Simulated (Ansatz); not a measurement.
All numbers below come from DFT PBE, scalar-relativistic, plane waves, PAW in Ansatz. All cells share a 420 eV cutoff and Γ-centred k meshes spaced at most about 0.3 Å⁻¹ (about 0.25 or finer for metals, 2π included). Collinear spin in cells that started with moments and kept them past the coarse steps, no spin elsewhere.

Temperature and zero-point effects are left out. All come from trial cells, and lower structures may exist.

Question: These unrelaxed guesses for ReSb₂ are each relaxed within their symmetry. Order them by the energy at which they end, lowest first.
A.

Space group P-4m2 (No. 115). a = 4.514 Å, b = 4.514 Å, c = 6.384 Å, α = 90.00°, β = 90.00°, γ = 90.00°
```json
{"atom": "Re", "site": "1a", "symmetry": "-4m2", "x": "0.0000", "y": "0.0000", "z": "0.0000"}
{"atom": "Sb", "site": "2g", "symmetry": "2mm.", "x": "0.5000", "y": "0.0000", "z": "0.2500"}
```

B.

Space group P4/mmm (No. 123). a = 4.111 Å, b = 4.111 Å, c = 5.814 Å, α = 90.00°, β = 90.00°, γ = 90.00°
| atom | site | symmetry | x | y | z |
| --- | --- | --- | --- | --- | --- |
| Re | 1a | 4/mmm | 0.0000 | 0.0000 | 0.0000 |
| Sb | 1b | 4/mmm | 0.0000 | 0.0000 | 0.5000 |
| Sb | 1c | 4/mmm | 0.5000 | 0.5000 | 0.0000 |

Answer: A (ends in P-4m2, 0 meV/atom), B (ends in P4/mmm, 58 meV/atom). Even the lowest end lies +0.74 eV/atom against the elements.

Weakly bound directions are ill-defined at this level, which has no dispersion term (P-4m2), and this can change margins and order among such cells. These runs have no spin–orbit coupling, which can matter for Re and Sb. Another magnetic order may lie lower. Cells relaxed within their symmetry can be saddle points. Some structure types and database cells were kept out of the candidates from the start, so a known form may be missing.
